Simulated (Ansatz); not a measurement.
Ga2W (Fddd), relaxed with PBE (Ansatz, a first-principles code, plane waves, PAW): a = 5.0151 Å, b = 8.4113 Å, c = 8.8143 Å, α = β = γ = 90.00°.

- ΔH_f (eV/atom) = 0.08

**Question.** The same phase is relaxed and computed with r²SCAN in the same code. What are the cell and these values now?

**Answer.** a = 4.970 Å, b = 8.348 Å, c = 8.731 Å, α = 90.00°, β = 90.00°, γ = 90.00°.

ΔH_f (eV/atom): 0.07

Typed or built starts, not in the databases checked: Ga2W, Fddd (Ga on 16f, W on 8b). All cells were relaxed under the symmetry of their starts (and spin orders); stability against distortions was not tested throughout. Rows with no word on spin ran without spin polarisation. Spin–orbit coupling is left out wherever it is not named.

Potentials: the later of the program's two PAW sets.

Ansatz is a plane-wave DFT program.

Formation energies count from the lowest solids of the elements computed at the same level, not from gases.
